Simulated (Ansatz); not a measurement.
Ga4P3N as one 8-atom ordering (P-43m) on the zincblende lattice: a single-point calculation in Ansatz (HSE06). The cell was relaxed beforehand with r2SCAN.

```yaml
crystal:
  lattice:
    - [5.21397283, 0.0, 0.0]
    - [0.0, 5.21397283, 0.0]
    - [0.0, 0.0, 5.21397283]
  atoms:
    - { symbol: "N", position: [0.0, 0.0, 0.0] }
    - { symbol: Ga, position: [0.7722587181, 0.7722587181, 0.7722587181] }
    - { symbol: P, position: [0.5, 0.5, 0.0] }
    - { symbol: Ga, position: [0.2277412819, 0.2277412819, 0.7722587181] }
    - { symbol: P, position: [0.5, 0.0, 0.5] }
    - { symbol: Ga, position: [0.2277412819, 0.7722587181, 0.2277412819] }
    - { symbol: P, position: [0.0, 0.5, 0.5] }
    - { symbol: Ga, position: [0.7722587181, 0.2277412819, 0.2277412819] }
kpoints:
  mp_grid: { grid: [4, 4, 4] }
  band_path:
    path: [[0.0, 0.0, 0.0], [0.0, 0.5, 0.0], [0.5, 0.5, 0.0], [0.5, 0.5, 0.5]]
    npoints: 1
hamiltonian:
  xc: hse06
scf:
  occupations: { method: fermi_dirac, width: 0.02 }
  n_extra_bands: 6
output:
  forces: true
  stress: true
  eigenvalues: true
```

The output follows, shortened, with numbered blanks.
```
Pseudopotential: N, paw, valence charge 5, recommended cutoff 420 eV (normal)
Pseudopotential: Ga, paw, valence charge 13, recommended cutoff 420 eV (normal)
Pseudopotential: P, paw, valence charge 5, recommended cutoff 420 eV (normal)
Functional definition: HSE06
Crystal: 8 atoms, lattice volume = 141.745 Å³
Basis set: ecut = 420 eV, 2777 PW (Γ)
Bands: 42, of which v1, the nominal top of the filled ones, is band 36 counted from 1 (35 counted from 0)
Symmetry: 24 space group operations
Space group: P-43m (ITA 215)
k-points: 10 of 64 (time reversal used)
Exchange kernel: α = 0.2500, screened, ω = 0.2079 Å⁻¹, Wigner–Seitz truncation, v(0) = 1045.9362 eV·Å³, q-mesh 4×4×4
hybrid outer 1: dexx = +4.148e-2 eV, tail = 1.08e-4 eV
hybrid outer 2: dexx = +3.758e-6 eV, tail = 6.11e-8 eV, Δε = 2.90e-3 eV, ΔF = 1.31e-5 eV/Å
NSCF: frozen V_eff on 4 k-points
Free energy (F): -17788.844723 eV
[1]
--- Forces (eV/Å), atoms counted from 1 ---
[2]
--- Stress (GPa, compression-positive) ---
        0.530379       0.000000       0.000000
        0.000000       0.530379       0.000000
        0.000000       0.000000       0.530379
  P = ⅓ Tr σ = 0.5304 GPa (5.304 kbar)
--- Band table (eV; the first three rows and the last of 10) ---
[3]
```

The rows of the band table are 0: (0, 0, 0) = Γ, 1: (0, 0, 1/4), 2: (0, 0, -1/2) = X, 9: (-1/2, -1/2, -1/2) = R.

Problem. Fill in the blanks. They hold the Fermi energy and the band table, the forces.

Solution.
```
[1]
Fermi energy:    7.775492 eV
[2]
  atom   1  N       0.00000      0.00000      0.00000
  atom   2  Ga      0.06029      0.06029      0.06029
  atom   3  P       0.00000      0.00000      0.00000
  atom   4  Ga    -0.06029    -0.06029      0.06029
  atom   5  P       0.00000      0.00000      0.00000
  atom   6  Ga    -0.06029      0.06029    -0.06029
  atom   7  P       0.00000      0.00000      0.00000
  atom   8  Ga      0.06029    -0.06029    -0.06029
[3]
  k-point 0: bands = […, 4.5306, 4.5306, 4.5306, 7.4425, 7.4425, 7.4425, 8.4920, 9.5780, 9.5780, 10.5150, …]
  k-point 1: bands = […, 3.9204, 4.5681, 4.5681, 5.9258, 6.8262, 6.8262, 9.5797, 10.1387, 10.9840, 11.0151, …]
  k-point 2: bands = […, 3.4325, 4.3503, 4.8986, 4.8986, 6.1459, 6.1459, 10.6057, 10.9663, 11.1187, 11.9500, …]
  k-point 9: bands = […, 4.8862, 6.4841, 6.4841, 6.4841, 7.0863, 7.0863, 8.0865, 11.0636, 11.0636, 11.0636, …]
```
The trailing digits, and the zero of the energies, depend on the potentials and thresholds.

With HSE06 the valence top lies at Γ and the conduction bottom at R, 0.64 eV higher; the smallest vertical gap, at R, is 1.00 eV. Edges are sought over the mesh and the listed points. With the atoms held, the mean pressure is +0.5 GPa (compression positive). The stress of a hybrid is loosely converged here. The largest force is 0.10 eV/Å.

It took 52 s on 1 × NVIDIA H100 80GB HBM3 with 2 threads of AMD EPYC 7R13 Processor (Zen 3), on a shared host, load about 4.5 per core; peak host memory 3.1 GiB.

No spin polarisation. The prototype was imposed, so other structures may be more stable.

The meshes of the hybrids are coarse, so their gaps aren't converged to the digits shown.
